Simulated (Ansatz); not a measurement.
ZnCu$_{2}$SnSe$_{4}$ (kesterite type, space group I-4)

Space group I-4 (No. 82); a = 5.699 Å, b = 5.699 Å, c = 11.382 Å, α = 90.00°, β = 90.00°, γ = 90.00°

| atom | site | symmetry | x | y | z |
|---|---|---|---|---|---|
| Cu | 2a | -4.. | 0.0000 | 0.0000 | 0.0000 |
| Cu | 2c | -4.. | 0.0000 | 0.5000 | 0.2500 |
| Zn | 2d | -4.. | 0.5000 | 0.0000 | 0.2500 |
| Sn | 2b | -4.. | 0.0000 | 0.0000 | 0.5000 |
| Se | 8g | 1 | 0.2591 | 0.2668 | 0.3701 |
(The calculation used a cell of 8 atoms; values per cell refer to that cell.)

Equation-of-state scan: isotropic scaling of the cell above, V₀ being its volume. The atoms relax within the cell's symmetry.

The numbers are results of r2SCAN (plane waves to 500 eV, PAW, scalar-relativistic; Ansatz, a first-principles code), not measurements. k mesh 8×8×8 (Γ-centred), Fermi-Dirac smearing 0.05 eV. E stands for the smeared free energy. Stress and pressure are positive under compression. ZnCu2SnSe4 is run without spin polarisation. ZnCu2SnSe4 was relaxed with its symmetry unable to fall. ΔE is measured from the relaxed starting cell.

### Question
Give the computed ΔE (meV/atom) and P (GPa) at V/V₀ = 0.840, 0.880, 0.920, 0.960, 1.160.

### Answer
```json
[
 {"V/V₀": "0.840", "ΔE (meV/atom)": "165.5", "P (GPa)": "17.0"},
 {"V/V₀": "0.880", "ΔE (meV/atom)": "85.1", "P (GPa)": "11.1"},
 {"V/V₀": "0.920", "ΔE (meV/atom)": "34.7", "P (GPa)": "6.5"},
 {"V/V₀": "0.960", "ΔE (meV/atom)": "8.0", "P (GPa)": "2.9"},
 {"V/V₀": "1.160", "ΔE (meV/atom)": "88.7", "P (GPa)": "-6.7"}
]
```

(A scan under strain: stresses follow from slopes of the energy per volume, elastic moduli from its curvatures.)
